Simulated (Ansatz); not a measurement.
MgO in space group P4_2/mnm (No. 136; Mg on 4g, O on 4f), the program Ansatz at the PBE level (PAW), all energies at zero smearing, with the estimated change up to a 700 eV cutoff added, with one set of potentials and settings (totals compare only within such a set). Cell of 8 atoms (4 Mg, 4 O): -9975.878 eV.

```tsv
element	reference phase	E (eV/atom)
Mg	P6_3/mmc, 2 atoms in the cell	-1923.8026
O	C2/m, 4 atoms in the cell, spin-polarised	-565.0000
```

Formation energy per atom, worked out: (-9975.878 − 4×(-1923.8026) − 4×(-565.0000))/8 = -2.583 eV/atom (-249 kJ per mol of atoms), at 0 K, without zero-point energy or fitted corrections.

The start of the workflow was typed in or built on a structure type; neither database checked (COD, Materials Project) lists it. It is not the phase usual at ambient conditions (space group No. 225). The PBE relaxation kept the symmetry of its start; whether a distortion lowers the energy is not shown. The references are the lowest solids computed at this level, not always the standard phases (solids in place of the gases).

Potentials: the later of the program's two PAW sets.
